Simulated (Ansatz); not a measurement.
ZnS:
```yaml
crystal:
  lattice:
    - [3.80958, 0.00000, 0.00000]
    - [-1.90479, 3.29920, 0.00000]
    - [0.00000, 0.00000, 24.91235]
  atoms:
    - { symbol: Zn, position: [0.33333, 0.66667, 0.75003] }
    - { symbol: Zn, position: [0.66667, 0.33333, 0.25003] }
    - { symbol: Zn, position: [0.33333, 0.66667, 0.12494] }
    - { symbol: Zn, position: [0.66667, 0.33333, 0.62494] }
    - { symbol: Zn, position: [0.00000, 0.00000, 0.00004] }
    - { symbol: Zn, position: [0.00000, 0.00000, 0.50004] }
    - { symbol: Zn, position: [0.66667, 0.33333, 0.87516] }
    - { symbol: Zn, position: [0.33333, 0.66667, 0.37516] }
    - { symbol: S, position: [0.00000, 0.00000, 0.59372] }
    - { symbol: S, position: [0.00000, 0.00000, 0.09372] }
    - { symbol: S, position: [0.66667, 0.33333, 0.96881] }
    - { symbol: S, position: [0.33333, 0.66667, 0.46881] }
    - { symbol: S, position: [0.33333, 0.66667, 0.21862] }
    - { symbol: S, position: [0.66667, 0.33333, 0.71862] }
    - { symbol: S, position: [0.66667, 0.33333, 0.34388] }
    - { symbol: S, position: [0.33333, 0.66667, 0.84388] }
```

Relaxed with r²SCAN. Special points in fractions of this cell's reciprocal vectors: Γ (0.000, 0.000, 0.000); M (0.500, 0.000, 0.000); K (0.333, 0.333, 0.000); A (0.000, 0.000, 0.500); L (0.500, 0.000, 0.500); H (0.333, 0.333, 0.500).

Question: List the band energies nearest the valence-band maximum at these points for plane-wave PAW r²SCAN (Ansatz code).

Answer: In eV from the valence-band maximum; about four levels below and three above (degenerate sets whole), none deeper than 8.9 eV; points with the same levels are listed once.

```csv
k,below,above
Γ,-0.15 -0.15 -0.02 0.00 0.00,2.72 3.49 3.57
M,-1.15 -1.14 -1.05 -0.90,3.73 3.75 4.09
K,-1.71 -1.71 -1.67 -1.58 -1.58,4.75 5.02 5.02
A,-0.04 -0.04 -0.04 -0.04,3.00 3.00 3.78 3.78
L,-1.17 -1.17 -0.97 -0.97,3.84 3.84 4.01 4.01
H,-1.74 -1.74 -1.52 -1.52,4.87 4.87 4.94 4.94
```

Space group P6_3mc. The workflow started from a Materials Project entry (that database holds measured and hypothetical structures alike). Its sites differ from those of the usual phase in this space group: another stacking or structure type. The r²SCAN relaxation kept the symmetry of its start; whether a distortion lowers the energy is not shown.

Potentials: the later of the program's two PAW sets.
